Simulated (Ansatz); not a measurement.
SrO (rock salt)

```
CELL_PARAMETERS angstrom
      0.00000     2.57997     2.57997
      2.57997     0.00000     2.57997
      2.57997     2.57997     0.00000
ATOMIC_POSITIONS crystal
  O  0.00000 0.00000 0.00000
  Sr 0.50000 0.50000 0.50000
```

The slice is a {100} plane (indices of the conventional cell) through the point (0.500, 0.500, 0.500) (fractional), spanned by u = [100] and v = [0 1 -1] in vectors of this cell: u (3.65 Å) and v (3.65 Å, at 90° to u). It covers one period; positions are fractions (u, v).

Level of theory: r2SCAN (plane waves to 500 eV, PAW, scalar-relativistic; Ansatz, a program for electronic structure). k mesh 11×11×11. Near the nuclei the fields are pseudised (PAW); where an atom keeps semicore shells as valence, they peak there. SrO was relaxed with its symmetry unable to fall.

Three fields on this plane, each scaled to ten steps between its own extremes (0 low, 9 high; the total valence density on a logarithmic scale, the potential cut 8 eV below its top; x marks points blanked near nuclei; v = 0 in the bottom row):

Map A
```
|xxxxxx025676520xxxxx|
|xxxxxx036787630xxxxx|
|xxxxx01578987510xxxx|
|xxxx0047899987400xxx|
|xxx00368xxxxx86300xx|
|0001468xxxxxxx864100|
|123578xxxxxxxxx87532|
|55678xxxxxxxxxxx8765|
|66789xxxxxxxxxxx9876|
|77899xxxxxxxxxxx9987|
|66789xxxxxxxxxxx9876|
|55678xxxxxxxxxxx8765|
|123578xxxxxxxxx87532|
|0001468xxxxxxx864100|
|xxx00368xxxxx86300xx|
|xxxx0047899987400xxx|
|xxxxx01578987510xxxx|
|xxxxxx036787630xxxxx|
|xxxxxx025676520xxxxx|
|xxxxxx015676510xxxxx|
```

Map B
```
|xxxxxx810000018xxxxx|
|xxxxxx500010005xxxxx|
|xxxxx71013531017xxxx|
|xxxx8201589851028xxx|
|xxx72126xxxxx62127xx|
|9841026xxxxxxx620148|
|210016xxxxxxxxx61001|
|00015xxxxxxxxxxx5100|
|00038xxxxxxxxxxx8300|
|00159xxxxxxxxxxx9510|
|00038xxxxxxxxxxx8300|
|00015xxxxxxxxxxx5100|
|210016xxxxxxxxx61001|
|9841026xxxxxxx620148|
|xxx72126xxxxx62127xx|
|xxxx8201589851028xxx|
|xxxxx71013531017xxxx|
|xxxxxx500010005xxxxx|
|xxxxxx810000018xxxxx|
|xxxxxx920000029xxxxx|
```

Map C
```
|xxxxxx842000248xxxxx|
|xxxxxx742212247xxxxx|
|xxxxx96444444469xxxx|
|xxxx9765666665679xxx|
|xxx97667xxxxx76679xx|
|8876668xxxxxxx866678|
|444457xxxxxxxxx75444|
|12246xxxxxxxxxxx6422|
|00246xxxxxxxxxxx6420|
|00146xxxxxxxxxxx6410|
|00246xxxxxxxxxxx6420|
|12246xxxxxxxxxxx6422|
|444457xxxxxxxxx75444|
|8876668xxxxxxx866678|
|xxx97667xxxxx76679xx|
|xxxx9765666665679xxx|
|xxxxx96444444469xxxx|
|xxxxxx742212247xxxxx|
|xxxxxx842000248xxxxx|
|xxxxxx841000148xxxxx|
```

Problem. Assign the maps to these fields: electron localisation function (ELF); valence electron density; electrostatic potential energy of an electron, from the cell's mean.

Solution. A is the electrostatic potential energy of an electron, from the cell's mean; B is the electron localisation function (ELF); C is the valence electron density.
